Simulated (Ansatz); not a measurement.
Free-standing chains of the atoms of Mg, named by their start (strip: triangular double chain, ladder: square double chain); atoms and period are relaxed, and energies count from relaxed bulk Mg (Im-3m, not its usual structure, 22.51 Å³/atom, gap on the mesh 0.00 eV).

All numbers below come from Ansatz, DFT r2SCAN, scalar-relativistic, plane waves, PAW.

Cutoff 500 eV, Gaussian smearing of 0.05 eV, energies at zero smearing, symmetry of each start kept, collinear spin where a moment is listed.

```csv
start,atoms,k mesh,excess energy (eV per host atom),period (Å),gap on the mesh (eV),highest filled level or Fermi level under vacuum (eV),size of the moment (μB per cell)
linear chain,1,1×1×23,1.381,3.063,0.44,2.56,0.00
dimerised chain,2,1×1×12,1.381,6.122,0.33,-,0.00
zigzag chain,2,1×1×13,1.384,6.118,0.29,-,0.00
ladder chain,4,1×1×12,1.195,5.845,0,3.32,0.84
strip chain,2,1×1×22,1.088,3.024,0,-,0.45
```

An odd mesh misses points on the zone edge, so a gap read on it can be too wide.

Each run keeps its start's symmetry and one magnetic start, so lower states can exist. Rows stand on unlike meshes and boxes, so starts that end alike can differ by a few hundredths of an eV per atom.

Cost: 5 runs of about 49 core-minutes in all, on Intel Xeon Platinum 8488C (Sapphire Rapids) (shared hosts).